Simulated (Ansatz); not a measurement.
Data:

Bi$_{2}$Se$_{3}$ (Bi2Te3 type, space group R-3m)

```
Bi2Se3
1.0
    2.07216     1.19636     9.48267
   -2.07216     1.19636     9.48267
    0.00000    -2.39272     9.48267
Bi Se
2 3
Direct
  0.40087   0.40087   0.40087
  0.59913   0.59913   0.59913
  0.00000   0.00000   0.00000
  0.21052   0.21052   0.21052
  0.78948   0.78948   0.78948
```

The volume is varied about the relaxed value V₀ at fixed cell shape. The atoms relax within the cell's symmetry.

Computed with PBE-D3(BJ) (plane waves to 420 eV, PAW, scalar-relativistic; Ansatz, a program for electronic structure). k mesh 9×9×9 (Γ-centred), Fermi-Dirac smearing 0.05 eV. E stands for the smeared free energy. Compression counts positive. With the shape held, the modulus is that of even scaling; a crystal free to change shape is softer. Bi2Se3 was relaxed with its symmetry unable to fall. Spin-orbit coupling is left out, though Bi is heavy. ΔE is measured from the relaxed starting cell.

The scan covers V/V₀ from 0.900 to 1.100 in 13 points.

Question: What bulk modulus at fixed cell shape B₀ follows from a third-order Birch-Murnaghan fit?

Answer: 40.1 GPa.

Question: What is the fitted pressure derivative B₀′?

Answer: 6.7.

(Under strain, the slope of the energy per volume gives the stress and its curvature an elastic modulus.)
